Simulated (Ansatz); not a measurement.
Molecular dynamics on a 2×2×2 supercell (16 atoms) of CdS (F-43m), relaxed with r2SCAN. Forces come from r2SCAN in the plane-wave code Ansatz: a Nosé-Hoover thermostat at fixed volume, 200 K, steps of 1.5 fs. Classical nuclei, no spin polarisation; a few dozen steps show the first response, not equilibrium.

```yaml
crystal:
  lattice:
    - [0.0, 5.8784277752, 5.8784277752]
    - [5.8784277752, 0.0, 5.8784277752]
    - [5.8784277752, 5.8784277752, 0.0]
  atoms:
    - { symbol: Cd, position: [0.0, 0.0, 0.0] }
    - { symbol: S, position: [0.125, 0.125, 0.125] }
    - { symbol: Cd, position: [0.0, 0.0, 0.5] }
    - { symbol: S, position: [0.125, 0.125, 0.625] }
    - { symbol: Cd, position: [0.0, 0.5, 0.0] }
    - { symbol: S, position: [0.125, 0.625, 0.125] }
    - { symbol: Cd, position: [0.0, 0.5, 0.5] }
    - { symbol: S, position: [0.125, 0.625, 0.625] }
    - { symbol: Cd, position: [0.5, 0.0, 0.0] }
    - { symbol: S, position: [0.625, 0.125, 0.125] }
    - { symbol: Cd, position: [0.5, 0.0, 0.5] }
    - { symbol: S, position: [0.625, 0.125, 0.625] }
    - { symbol: Cd, position: [0.5, 0.5, 0.0] }
    - { symbol: S, position: [0.625, 0.625, 0.125] }
    - { symbol: Cd, position: [0.5, 0.5, 0.5] }
    - { symbol: S, position: [0.625, 0.625, 0.625] }
kpoints:
  mp_grid: { grid: [2, 2, 2] }
hamiltonian:
  xc: r2scan
scf:
  occupations: { method: fermi_dirac, width: 0.02 }
md:
  ensemble: nvt_nose_hoover
  temperature: 200
  timestep: 1.5
  n_steps: 20
  initial_velocities: maxwell_boltzmann
  seed: 2660
```

Run as `ansatz run input.yaml --threads 4 --pin off --max-ram 3686MiB --backend cpu --events-out ev --progress --plain --runs-dir out`.

Question: What wall time did it need on 4 threads of Arm Neoverse V2 (shared host), load about 0.8 per core, and how much host memory at the peak?

Answer: About 3.3 min, with a peak of 2.6 GiB.

```csv
step,t (fs),T (K),free energy F from step 0 (meV/atom),kinetic energy (meV/atom),largest force (eV/Å)
0,0,200,0.0,24.2,0.00
1,1.5,199,0.1,24.1,0.08
2,3,197,0.4,23.8,0.16
3,4.5,192,0.9,23.3,0.23
4,6,187,1.6,22.6,0.30
5,7.5,180,2.5,21.8,0.37
6,9,171,3.5,20.8,0.44
7,10.5,162,4.6,19.7,0.50
8,12,152,5.8,18.4,0.57
9,13.5,141,7.1,17.1,0.63
10,15,131,8.5,15.8,0.68
11,16.5,120,9.8,14.5,0.73
12,18,109,11.1,13.2,0.78
13,19.5,99,12.3,12.0,0.83
14,21,89,13.5,10.8,0.87
15,22.5,81,14.6,9.8,0.90
16,24,73,15.5,8.9,0.93
17,25.5,67,16.2,8.2,0.95
18,27,63,16.8,7.6,0.96
19,28.5,60,17.2,7.3,0.97
20,30,59,17.4,7.1,0.98
```

The temperature goes from 200 K to 59 K in 30 fs. The thermostat hasn't had time to restore it. The atoms start on their lattice sites with kinetic energy alone, so much of it first passes into potential energy. By the last step the atoms have moved 0.07 Å in the root mean square, the drift of the whole cell taken out, 0.11 Å at most.

Positions (Å) and forces (eV/Å) at step 20:
```
Cd  -0.043  -0.021   0.011    -0.047   0.105  -0.247
S    1.483   1.372   1.480    -0.099   0.724  -0.245
Cd   2.941   2.931  -0.050     0.220  -0.178   0.447
S    4.421   4.449   1.568    -0.276  -0.285  -0.808
Cd   2.955  -0.018   2.915     0.122  -0.054   0.245
S    4.383   1.562   4.353    -0.043  -0.862   0.455
Cd   5.849   2.956   2.980     0.376  -0.042  -0.407
S    7.360   4.367   4.398     0.139   0.284   0.112
Cd   0.044   2.950   2.957     0.102   0.069  -0.153
S    1.556   4.466   4.409    -0.735  -0.193   0.021
Cd   2.942   5.932   2.958    -0.210   0.054  -0.372
S    4.441   7.299   4.360     0.166   0.567   0.437
Cd   2.894   2.911   5.893     0.314   0.312  -0.251
S    4.378   4.389   7.327     0.467  -0.057   0.117
Cd   5.900   5.870   5.877    -0.112  -0.183   0.002
S    7.356   7.374   7.279    -0.384  -0.261   0.648
```
